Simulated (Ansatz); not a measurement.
Level of theory: DFT PBE, scalar-relativistic, plane waves, PAW in Ansatz. Plane waves to 420 eV, an 8×4×6 mesh through Γ for the 12-atom cell and 0.02 eV Gaussian smearing; no spin polarisation.

The zero of energy is the elements' standard structures at the same level; no fitted shifts are applied. The references include black phosphorus.

Task: Propose a candidate for an orthorhombic semiconductor with formula Al5BP6, with a gap near 1.1 eV, a formation energy near −0.49 eV/atom and a density near 2.39 g/cm³, in a cell of 12 atoms. Its symmetry should be Pmm2 (No. 25).

Result: Al5BP6, space group Pmm2 (No. 25). Al on a site of symmetry m has 4 P at 2.36–2.39 Å; Al on a second site of symmetry m is surrounded by 4 P at 2.35–2.41 Å; around B lie 2 P at 2.01 Å and 2 P at 2.18 Å; P on a site of symmetry m has 1 B at 2.01 Å and 3 Al at 2.38–2.41 Å; 4 more sites not described.

```cif
data_structure
_symmetry_space_group_name_H-M 'P 1'
_symmetry_Int_Tables_number 1
_cell_length_a 3.7621
_cell_length_b 11.3959
_cell_length_c 5.3780
_cell_angle_alpha 90.000
_cell_angle_beta 90.000
_cell_angle_gamma 90.000
_cell_volume 230.57
loop_
_atom_site_label
_atom_site_type_symbol
_atom_site_fract_x
_atom_site_fract_y
_atom_site_fract_z
_atom_site_occupancy
Al1 Al 0.00000 0.34869 0.99512 1
Al2 Al 0.50000 0.17707 0.50288 1
Al3 Al 0.00000 0.00000 0.00593 1
Al4 Al 0.50000 0.82293 0.50288 1
Al5 Al 0.00000 0.65131 0.99512 1
B1 B 0.50000 0.50000 0.48296 1
P1 P 0.50000 0.35673 0.26575 1
P2 P 0.00000 0.17247 0.76472 1
P3 P 0.50000 0.00000 0.26556 1
P4 P 0.00000 0.82753 0.76472 1
P5 P 0.50000 0.64327 0.26575 1
P6 P 0.00000 0.50000 0.68861 1
```

* Volume per atom: 19.21 Å³
* Density: 2.39 g/cm³
* Formation energy: −0.493 eV/atom
* Gap on the 8×4×6 mesh of the 12-atom cell: 1.13 eV

The cell was found from a structure generator's guess, not taken from experiment. Other answers may fit too; this one was computed.

Kohn–Sham gaps at this level usually fall short of measured ones. The reference form of P is held partly by dispersion forces, which this level lacks. Symmetry constrained the relaxation, so the result can be a saddle point. Another cell of Al5BP6 relaxed alike, in P31m, lies 22 meV/atom lower, so this cell isn't the stable form at this level.
